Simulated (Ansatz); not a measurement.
Relaxing a structure of Ba

The start is a generated trial cell of Ba in the hcp structure type. The structure is fully relaxed (lattice and positions, P = 0) with r2SCAN (plane waves to 500 eV, PAW, scalar-relativistic; Ansatz, a first-principles code). The first steps use a coarse 8×8×5 k-mesh.

Input geometry:
```
Ba
1.0
    4.48093     0.00000     0.00000
   -2.24046     3.88060     0.00000
    0.00000     0.00000     7.27520
Ba
2
Direct
  0.33333   0.66667   0.25000
  0.66667   0.33333   0.75000
```

By how much does the energy per atom fall from start to end?

Under 0.01 eV/atom.

How does the volume per atom move from start to end?

+4.7 %, from 63.25 to 66.22 Å³/atom.

Is the relaxed structure metallic? Give its gap.

Zero (metallic).

Write out the relaxed structure.


```cif
data_Ba2
_chemical_formula_sum 'Ba2'
_space_group_name_H-M_alt 'P63/mmc'
_space_group_IT_number 194
_space_group_name_Hall '-P 6c 2c'
_cell_length_a 4.51886
_cell_length_b 4.51886
_cell_length_c 7.48863
_cell_angle_alpha 90.000
_cell_angle_beta 90.000
_cell_angle_gamma 120.000
loop_
_atom_site_label
_atom_site_type_symbol
_atom_site_symmetry_multiplicity
_atom_site_Wyckoff_symbol
_atom_site_fract_x
_atom_site_fract_y
_atom_site_fract_z
_atom_site_occupancy
Ba1 Ba 2 c 0.33333 0.66667 0.25000 1
```

The space group stays P6₃/mmc (No. 194) (the run could not lower it); the end is hcp (Mg type), with 2 atoms in the primitive cell. Final values are on a 12×12×6 k-mesh of the relaxed cell. No spin polarisation in the result.

The run could not lower the symmetry of its start; a shaken copy of this end point relaxes with r2SCAN to Im-3m (No. 229), 0.03 eV/atom lower.

The relaxed structure has the type that Ba is known to take under pressure; here it was relaxed at zero pressure, from a generated start.
